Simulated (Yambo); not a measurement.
```
NaF
1.0
    0.00000     2.24426     2.24426
    2.24426     0.00000     2.24426
    2.24426     2.24426     0.00000
F Na
1 1
Cartesian
  2.24425   2.24425   2.24425
  4.48851   4.48851   4.48851
```

Response from Yambo on PBEsol (Quantum ESPRESSO, PseudoDojo norm-conserving, 88 Ry, scalar-relativistic) bands: 16×16×16 mesh, 21 bands, 4 Ry local-field block, 0.2 eV broadening.

Question: Give the static electronic dielectric constant without and with local fields.

Answer: 
| field along | ε(0), independent particles | ε(0), RPA with local fields | refractive index √ε |
|---|---|---|---|
| x | 1.89 | 1.83 | 1.35 |
Electronic (clamped-ion) response only. PBEsol gaps are usually too small, which raises these values. Convergence of the RPA response with its 16×16×16 mesh was not tested.

Geometry strained from the cell relaxed with PBEsol, atoms relaxed again.
